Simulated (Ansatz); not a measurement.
## Notes on Si

```
Si
1.0
     0.00000    2.67881    0.00000
     2.67881    0.00000    0.00000
     1.33941    1.33941   -2.45497
Si
1
Direct
  0.00000 0.00000 0.00000
```

Level: PBEsol, no spin polarisation; 420 eV; 14×14×14 Γ-centred mesh; fermi-dirac occupations (width 0.0221 eV); Ansatz 0.2.0, fixed geometry.

(1) Metal or insulator?

(2) What does the stress say?

Origin: a known structure type with other elements, at an estimated volume, so it need not be a known compound.

Results:

(1) It is a metal, with about 0.49 states/eV a cell as the mean within 0.25 eV of the Fermi level, mostly Si p (75 %) and Si s (19 %).

(2) The pressure is -12.2 GPa (compression positive), so with the atoms held at these fractions the cell would first shrink. The principal stresses -12.7, -12.7, -11.1 GPa differ, so its shape would change too.
